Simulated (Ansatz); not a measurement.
Starting cell, In$_{2}$Si$_{2}$O$_{7}$ (space group C2/m):

```xyz
11
Lattice="3.2827 -4.2785 0.0000 3.2827 4.2785 0.0000 -1.0162 0.0000 4.5749" Properties=species:S:1:pos:R:3 pbc="T T T"
In     3.2827     1.6511     0.0000
In     3.2827    -1.6511     0.0000
Si     1.0457     0.0000     1.8785
Si     4.5036     0.0000     2.6964
O      4.2192    -1.3466     3.5721
O      1.3301     1.3466     1.0028
O      1.3301    -1.3466     1.0028
O      4.2192     1.3466     3.5721
O     -0.5081     0.0000     2.2875
O      3.6988     0.0000     1.2887
O      1.8505     0.0000     3.2862
```

The atoms are displaced by Q × the pattern below (from a DFPT mode at Γ, largest move 1; Q in Å), at fixed cell.

```
atom       x       y       z
----  ------  ------  ------
In1    0.002   0.000  -0.002
In2    0.002   0.000  -0.002
Si3   -0.211   0.000   0.071
Si4   -0.211   0.000   0.071
O5    -0.029  -0.034   0.030
O6    -0.029  -0.034   0.030
O7    -0.029   0.034   0.030
O8    -0.029   0.034   0.030
O9     0.971   0.000  -0.241
O10   -0.071   0.000  -0.051
O11   -0.071   0.000  -0.051
```

The numbers are results of LDA (plane waves to 420 eV, PAW, scalar-relativistic; Ansatz, a program for electronic structure), not measurements. k mesh 5×5×6 (Γ-centred), Fermi-Dirac smearing 0.05 eV. The energy includes the smearing's −TS. Left out: 4 of 13 points, with atoms too close for the PAW data. In2Si2O7 was relaxed with its symmetry unable to fall. The zero of ΔE is the undisplaced structure.

The scan covers Q from -0.187 to 0.187 Å in 9 points.

Q: Is the energy the same for equal positive and negative displacements?

A: Even: the same for both signs.

Q: Which space group does the distorted structure have?

A: Cm (No. 8), lowered from C2/m.

Q: What is the energy change at Q = 0.187 Å?

A: 1854 meV/cell.

Q: What harmonic wavenumber does the curvature at Q = 0 give?

A: 1147 cm⁻¹.

(For displaced atoms, the force is minus the slope of the energy, and its curvature is a force constant, which sets phonon frequencies.)
